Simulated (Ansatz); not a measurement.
The relaxed structure here is a generated cell of CoPdO2: the first start was made by placing the elements on the sites of a structure type, and the end was not matched to a known phase here, so it may be hypothetical.

Relaxation of a generated cell, CoPdO2 placed in the AFLOW prototype A2BC_oC8_38_e_a_b (as in CeNiC2); 4 atoms in the cell, which starts as Amm2 (No. 38), oS8; a = 3.678 Å, b = 4.320 Å, c = 5.848 Å, α = β = γ = 90.00°. These are PBEsol (plane waves to 420 eV, PAW, scalar-relativistic; Ansatz, an electronic-structure program) values and carry that method's errors. Γ-centred k-mesh 6×7×7 on the run's cell (coarser than for final values), Fermi–Dirac smearing 0.05 eV. This is the first round of the run. Spin-polarised start, with parallel moments on Co.

The optimiser's lines from the output (shortened; P is positive under compression):

```
relax step   1: F+E_penalty+E_count = -13110.41538806 eV  Δ(F+E_penalty+E_count) = +0.000e0 eV  max|allowed force component| = 3.566e0 eV/Å  Δτ_max = 0.0000 Å  P = +38.888 GPa  Ω = 46.464 Å³  (17 SCF iters, dr2 threshold 1.00e-7 eV, accepted)
relax step   2: F+E_penalty+E_count = -13111.75850443 eV  Δ(F+E_penalty+E_count) = -1.343e0 eV  max|allowed force component| = 3.460e0 eV/Å  Δτ_max = 0.0206 Å  P = +15.846 GPa  Ω = 49.365 Å³  (10 SCF iters, dr2 threshold 4.00e-7 eV, accepted)
relax step   3: F+E_penalty+E_count = -13112.83701175 eV  Δ(F+E_penalty+E_count) = -1.079e0 eV  max|allowed force component| = 3.744e0 eV/Å  Δτ_max = 0.0620 Å  P = +1.984 GPa  Ω = 50.021 Å³  (12 SCF iters, dr2 threshold 4.00e-7 eV, accepted)
relax step   4: F+E_penalty+E_count = -13114.33527114 eV  Δ(F+E_penalty+E_count) = -1.498e0 eV  max|allowed force component| = 3.180e0 eV/Å  Δτ_max = 0.1404 Å  P = -9.491 GPa  Ω = 49.496 Å³  (11 SCF iters, dr2 threshold 4.00e-7 eV, accepted)
relax step   5: F+E_penalty+E_count = -13115.92660461 eV  Δ(F+E_penalty+E_count) = -1.591e0 eV  max|allowed force component| = 2.134e0 eV/Å  Δτ_max = 0.1893 Å  P = -8.859 GPa  Ω = 47.297 Å³  (12 SCF iters, dr2 threshold 4.00e-7 eV, accepted)
relax step   6: F+E_penalty+E_count = -13116.80283833 eV  Δ(F+E_penalty+E_count) = -8.762e-1 eV  max|allowed force component| = 2.125e0 eV/Å  Δτ_max = 0.1473 Å  P = +2.673 GPa  Ω = 44.761 Å³  (12 SCF iters, dr2 threshold 4.00e-7 eV, accepted)
relax step   7: F+E_penalty+E_count = -13117.17407658 eV  Δ(F+E_penalty+E_count) = -3.712e-1 eV  max|allowed force component| = 3.307e0 eV/Å  Δτ_max = 0.1950 Å  P = +23.129 GPa  Ω = 43.608 Å³  (13 SCF iters, dr2 threshold 4.00e-7 eV, accepted)
relax step   8: F+E_penalty+E_count = -13117.40677417 eV  Δ(F+E_penalty+E_count) = -2.327e-1 eV  max|allowed force component| = 1.848e0 eV/Å  Δτ_max = 0.1090 Å  P = +7.884 GPa  Ω = 45.840 Å³  (14 SCF iters, dr2 threshold 4.00e-7 eV, accepted)
relax step   9: F+E_penalty+E_count = -13117.56914744 eV  Δ(F+E_penalty+E_count) = -1.624e-1 eV  max|allowed force component| = 6.310e-1 eV/Å  Δτ_max = 0.1243 Å  P = -0.316 GPa  Ω = 46.148 Å³  (13 SCF iters, dr2 threshold 4.00e-7 eV, accepted)
relax step  10: F+E_penalty+E_count = -13117.60151012 eV  Δ(F+E_penalty+E_count) = -3.236e-2 eV  max|allowed force component| = 1.746e-1 eV/Å  Δτ_max = 0.0537 Å  P = -2.850 GPa  Ω = 47.226 Å³  (12 SCF iters, dr2 threshold 4.00e-7 eV, accepted)
relax step  11: F+E_penalty+E_count = -13117.60326575 eV  Δ(F+E_penalty+E_count) = -1.756e-3 eV  max|allowed force component| = 1.817e-1 eV/Å  Δτ_max = 0.0167 Å  P = +0.904 GPa  Ω = 46.587 Å³  (11 SCF iters, dr2 threshold 4.00e-7 eV, rejected (line search))
relax step  12: F+E_penalty+E_count = -13117.61384485 eV  Δ(F+E_penalty+E_count) = -1.233e-2 eV  max|allowed force component| = 8.324e-2 eV/Å  Δτ_max = 0.0010 Å  P = -0.204 GPa  Ω = 46.835 Å³  (15 SCF iters, accepted)
relax step  13: F+E_penalty+E_count = -13117.61417494 eV  Δ(F+E_penalty+E_count) = -3.301e-4 eV  max|allowed force component| = 2.381e-2 eV/Å  Δτ_max = 0.0068 Å  P = +0.008 GPa  Ω = 46.914 Å³  (9 SCF iters, dr2 threshold 4.00e-7 eV, accepted)
relax step  14: F+E_penalty+E_count = -13117.61426713 eV  Δ(F+E_penalty+E_count) = -9.219e-5 eV  max|allowed force component| = 1.444e-3 eV/Å  Δτ_max = 0.0015 Å  P = -0.001 GPa  Ω = 46.901 Å³  (9 SCF iters, dr2 threshold 3.54e-8 eV, accepted)
relax step  15: F+E_penalty+E_count = -13117.85990761 eV  Δ(F+E_penalty+E_count) = -2.456e-1 eV  max|allowed force component| = 6.388e-2 eV/Å  Δτ_max = 0.0000 Å  P = +6.761 GPa  Ω = 46.901 Å³  stress off target by 1.16e1 GPa  SCF on the basis re-selected at this cell (its energy is not comparable with the rows above)  (18 SCF iters)
relax step  16: F+E_penalty+E_count = -13117.94546115 eV  Δ(F+E_penalty+E_count) = -8.555e-2 eV  max|allowed force component| = 5.838e-2 eV/Å  Δτ_max = 0.0175 Å  P = +2.676 GPa  Ω = 48.357 Å³  (12 SCF iters, dr2 threshold 4.00e-7 eV, accepted)
relax step  17: F+E_penalty+E_count = -13117.95687485 eV  Δ(F+E_penalty+E_count) = -1.141e-2 eV  max|allowed force component| = 2.263e-1 eV/Å  Δτ_max = 0.0335 Å  P = +2.255 GPa  Ω = 49.245 Å³  (11 SCF iters, dr2 threshold 4.00e-7 eV, accepted)
relax step  18: F+E_penalty+E_count = -13117.96134446 eV  Δ(F+E_penalty+E_count) = -4.470e-3 eV  max|allowed force component| = 5.645e-2 eV/Å  Δτ_max = 0.0091 Å  P = -0.336 GPa  Ω = 49.703 Å³  (10 SCF iters, dr2 threshold 4.00e-7 eV, accepted)
relax step  19: F+E_penalty+E_count = -13117.96264883 eV  Δ(F+E_penalty+E_count) = -1.304e-3 eV  max|allowed force component| = 1.863e-2 eV/Å  Δτ_max = 0.0031 Å  P = +0.057 GPa  Ω = 49.565 Å³  (9 SCF iters, dr2 threshold 4.00e-7 eV, accepted)
relax step  20: F+E_penalty+E_count = -13117.96255433 eV  Δ(F+E_penalty+E_count) = +9.450e-5 eV  max|allowed force component| = 3.289e-3 eV/Å  Δτ_max = 0.0012 Å  P = +0.015 GPa  Ω = 49.586 Å³  (9 SCF iters, dr2 threshold 2.17e-8 eV, accepted)
relax step  21: F+E_penalty+E_count = -13117.96247214 eV  Δ(F+E_penalty+E_count) = +8.219e-5 eV  max|allowed force component| = 6.854e-4 eV/Å  Δτ_max = 0.0007 Å  P = +0.002 GPa  Ω = 49.601 Å³  (9 SCF iters, dr2 threshold 5.40e-9 eV, accepted)
relax step  22: F+E_penalty+E_count = -13117.98229601 eV  Δ(F+E_penalty+E_count) = -1.982e-2 eV  max|allowed force component| = 9.830e-4 eV/Å  Δτ_max = 0.0000 Å  P = +0.227 GPa  Ω = 49.601 Å³  stress off target by 7.94e-1 GPa  SCF on the basis re-selected at this cell (its energy is not comparable with the rows above)  (15 SCF iters)
relax step  23: F+E_penalty+E_count = -13117.98297608 eV  Δ(F+E_penalty+E_count) = -6.801e-4 eV  max|allowed force component| = 6.433e-4 eV/Å  Δτ_max = 0.0057 Å  P = +0.040 GPa  Ω = 49.685 Å³  (8 SCF iters, dr2 threshold 4.00e-7 eV, accepted)
relax step  24: F+E_penalty+E_count = -13117.98296956 eV  Δ(F+E_penalty+E_count) = +6.516e-6 eV  max|allowed force component| = 2.249e-4 eV/Å  Δτ_max = 0.0017 Å  P = -0.006 GPa  Ω = 49.697 Å³  (7 SCF iters, dr2 threshold 5.12e-8 eV, accepted)
relax step  25: F+E_penalty+E_count = -13117.98344919 eV  Δ(F+E_penalty+E_count) = -4.796e-4 eV  max|allowed force component| = 2.930e-4 eV/Å  Δτ_max = 0.0000 Å  P = -0.000 GPa  Ω = 49.697 Å³  stress off target by 6.77e-2 GPa  SCF on the basis re-selected at this cell (its energy is not comparable with the rows above)  (13 SCF iters)
relax step  26: F+E_penalty+E_count = -13117.98352438 eV  Δ(F+E_penalty+E_count) = -7.519e-5 eV  max|allowed force component| = 1.003e-3 eV/Å  Δτ_max = 0.0012 Å  P = +0.018 GPa  Ω = 49.681 Å³  (9 SCF iters, dr2 threshold 1.14e-8 eV, accepted)
relax step  27: F+E_penalty+E_count = -13117.98350364 eV  Δ(F+E_penalty+E_count) = +2.074e-5 eV  max|allowed force component| = 1.358e-4 eV/Å  Δτ_max = 0.0000 Å  P = -0.001 GPa  Ω = 49.686 Å³  (9 SCF iters, dr2 threshold 1.39e-9 eV, accepted)
relax step  28: F+E_penalty+E_count = -13117.98348416 eV  Δ(F+E_penalty+E_count) = +1.948e-5 eV  max|allowed force component| = 1.420e-4 eV/Å  Δτ_max = 0.0000 Å  P = -0.001 GPa  Ω = 49.686 Å³  stress off target by 9.10e-3 GPa  SCF on the basis re-selected at this cell (its energy is not comparable with the rows above)  (8 SCF iters)
```

From the first to the last row the energy changes by -1.89 eV/atom and the volume by +6.9 %. The last row is marked as not comparable with the walk above it, whose basis was carried along; it does compare with step 1, since both stand on a basis selected at the nominal cutoff for their own cell.

Energy and pressure jump between steps 14 and 15 at one geometry, where the plane-wave basis was selected anew. While the cell walks, the set of plane waves is carried along, so its effective cutoff drifts with the strain; re-selecting it at 420 eV moved the energy by -0.061 eV/atom and the pressure by 6.8 GPa. Only step 1 and rows on a re-selected basis compare with each other.

Step 11 was rejected by the optimiser.

Later rounds, restarted from the end of this one on a renewed k-mesh, logged 10 more steps and released under 0.01 eV/atom more. The final structure after all rounds: Amm2 (No. 38), oS8; a = 2.761 Å, b = 5.379 Å, c = 6.691 Å, α = β = γ = 90.00°. Between re-selections the logged energies stand on a plane-wave basis carried along with the cell. Spin state reached: ferromagnetic (net 0.26 μB/atom), from parallel starting moments; other spin orders were not run from this start. No Hubbard U is applied. A magnetic insulating state can be missed without it.

The run could not lower the symmetry of its start; a shaken copy of this end point relaxes with PBEsol to Amm2 (No. 38), 0.08 eV/atom lower.
